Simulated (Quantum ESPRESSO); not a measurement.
# Zn3FO2Cl: a curve over strain

A calculation, not a measurement. The program is pw.x of Quantum ESPRESSO 7.5 (plane-wave density functional theory). The cell is made up: 7 atoms on a rocksalt lattice with one site empty, with randomly drawn elements, strain and displacements, not relaxed. PseudoDojo standard norm-conserving files (v0.5 for PBE, v0.4.1 for LDA and PBEsol) set the functional; there is no spin polarisation, spin-orbit coupling or dispersion term, and the masses in the input are unused placeholders. A spin-polarised start on this cell or one of its family kept no moment.

Seven runs add a strain to one cell (along z); the atoms follow the cell and are not relaxed. Stress in the table is positive in tension.

Input of the run at +0.0029:

```
&control calculation='scf', pseudo_dir='./dojo.nc.sr.pbe.v0_5.standard.upf', outdir='./o', disk_io='low', tprnfor=.true., tstress=.true. /
&system ibrav=0, nat=7, ntyp=4, nbnd=53, ecutwfc=84.00895049, nosym=.true., tot_charge=0,
 occupations='smearing', smearing='fd', degauss=0.0073498644
/
&electrons conv_thr=7.350e-09, electron_maxstep=60, /
ATOMIC_SPECIES
Cl 1.0 Cl.upf
F 1.0 F.upf
O 1.0 O.upf
Zn 1.0 Zn.upf
CELL_PARAMETERS angstrom
4.4079 0.0 0.0
0.0 4.4079 0.0
0.0 0.0 4.4207
ATOMIC_POSITIONS angstrom
Zn -0.0259 0.0077 0.0559
Zn 0.0124 2.2015 2.1167
Zn 2.1679 0.0632 2.2101
F 2.1519 -0.0386 0.0867
O 2.1956 2.1982 2.1643
Cl 4.4239 0.045 2.229
O 4.2956 2.1917 -0.0569
K_POINTS automatic
6 6 6 1 1 1
```

| added strain | free energy less that of the input shown (eV) | stress xx (GPa) | stress yy (GPa) | stress zz (GPa) | stress xy (GPa) | pressure (GPa) | iterations |
| --- | --- | --- | --- | --- | --- | --- | --- |
| -0.0199 | 0.2358 | -18.38 | 0.72 | -22.91 | 0.00 | 13.52 | 12 |
| -0.0136 | 0.1620 | -17.78 | 1.09 | -20.84 | 0.00 | 12.51 | 12 |
| -0.0059 | 0.0811 | -17.08 | 1.52 | -18.49 | 0.00 | 11.35 | 12 |
| +0.0029 | 0.0000 | -16.30 | 1.98 | -16.01 | 0.00 | 10.11 | 12 |
| +0.0059 | -0.0251 | -16.05 | 2.13 | -15.22 | -0.01 | 9.71 | 12 |
| +0.0120 | -0.0723 | -15.53 | 2.43 | -13.66 | -0.01 | 8.92 | 12 |
| +0.0180 | -0.1138 | -15.05 | 2.71 | -12.23 | -0.01 | 8.19 | 12 |

A cubic fit gives a slope of stress zz against the added strain of 277 GPa at zero added strain, with the atoms clamped. Across the table the free energy follows the integral of the stress to within 0.5 meV. A rerun of one of the cells at 1437 eV and a 8 x 8 x 8 mesh moved values by no more than 0.004 eV in energy, 0.05 GPa in stress and 0.003 eV/Å in force.